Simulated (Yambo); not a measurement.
Yambo run on NH$_{4}$Br (space group P-43m, No. 215). The wavefunctions are PBEsol (Quantum ESPRESSO, PseudoDojo norm-conserving, 84 Ry, no spin-orbit coupling) ones on a 4×4×4 mesh (8 occupied bands); a = 4.0001 Å, b = 4.0001 Å, c = 4.0001 Å, α = 90.00°, β = 90.00°, γ = 90.00°.

Yambo input:

```
rim_cut
gw0
dyson
el_el_corr
HF_and_locXC
mpa
em1d
RandQpts= 1000000
RandGvec= 1 Ry
EXXRLvcs= 84 Ry
VXCRLvcs= 336 Ry
Chimod= "HARTREE"
% BndsRnXm
 1 | 141 |
%
NGsBlkXm= 10 Ry
% LongDrXm
 1.0 | 1.0 | 1.0 |
%
EnSampXm= "2l"
EnGridXm= "lP"
% EnRngeXm
 0.0 | 40.0 | eV
%
% ImRngeXm
 2.72114 | 27.21138 | eV
%
% DmRngeXm
 0.02721 | 2.72114 | eV
%
ETStpsXm= 8
IntSolXm= "PT"
% GbndRnge
 1 | 141 |
%
GTermKind= "none"
DysSolver= "n"
ExtendOut
% QPkrange
 1 | 1 | 8 | 9 |
 6 | 6 | 8 | 8 |
%
```

k points by index: 1 = Γ, 6 = M.

Table of the .qp output:

```
#    K-point    Band    Eo [eV]    E [eV]    E-Eo [eV]    Vxc [eV]    Vnlxc [eV]    Sc|Eo [eV]    Sc|E [eV]    dSc/dw|Eo [eV]    Re(Z)    Im(Z)
#
    1    8    -0.077109    -1.661216    -1.584106    -13.01404    -16.72527    1.734440    2.127126    -6.733177    0.801621    -0.004083
    1    9    4.090967    4.942354    0.851387    -9.314573    -5.069631    -3.235138    -3.393554    -5.065823    0.843037    -0.003595
    6    8    0.000000    -1.604402    -1.604402    -12.86895    -16.58020    1.708654    2.106846    -6.741504    0.801425    -0.004025
```
(The two width columns are left out.) Convergence of these settings isn't established.

Geometry of the Materials Project entry, not relaxed at this level.
